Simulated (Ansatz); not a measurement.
Data:

Te4Mo3:
```yaml
crystal:
  lattice:
    - [5.18553, 2.99387, 3.97478]
    - [-5.18553, 2.99387, 3.97478]
    - [0.00000, -5.98774, 3.97478]
  atoms:
    - { symbol: Te, position: [0.28503, 0.28503, 0.28503] }
    - { symbol: Te, position: [0.71497, 0.71497, 0.71497] }
    - { symbol: Te, position: [0.88453, 0.61744, 0.23708] }
    - { symbol: Te, position: [0.11547, 0.38256, 0.76292] }
    - { symbol: Te, position: [0.23708, 0.88453, 0.61744] }
    - { symbol: Te, position: [0.76292, 0.11547, 0.38256] }
    - { symbol: Te, position: [0.61744, 0.23708, 0.88453] }
    - { symbol: Te, position: [0.38256, 0.76292, 0.11547] }
    - { symbol: Mo, position: [0.95326, 0.24998, 0.08183] }
    - { symbol: Mo, position: [0.04674, 0.75002, 0.91817] }
    - { symbol: Mo, position: [0.08183, 0.95326, 0.24998] }
    - { symbol: Mo, position: [0.91817, 0.04674, 0.75002] }
    - { symbol: Mo, position: [0.24998, 0.08183, 0.95326] }
    - { symbol: Mo, position: [0.75002, 0.91817, 0.04674] }
```

This is the r²SCAN-relaxed structure.

**Question.** All from DFT-r²SCAN in the program Ansatz with PAW potentials, unless another level is named. Give the electronic character.

**Answer.** metallic (no gap).

**Question.** Predict the density of states at the Fermi level.

**Answer.** 0.20 states/eV per atom (mean over ±0.08 eV).

**Question.** Give the formation energy from the elements (no fitted shifts).

**Answer.** -0.30 eV/atom.

**Question.** Give the gap with spin–orbit coupling.

**Answer.** none (metallic).

Space group R-3. The workflow started from a Materials Project entry (that database holds measured and hypothetical structures alike); the Crystallography Open Database files this formula in space group No. 148, but the cells were not matched. Whether it is the stable phase at ambient conditions was not checked. Symmetry was held in the r²SCAN relaxation; whether a distortion lowers the energy is not shown. No spin polarisation was allowed. The references are the lowest solids computed at this level, not always the standard phases. Spin–orbit coupling is left out wherever it is not named.

Potentials: the later of the program's two PAW sets.
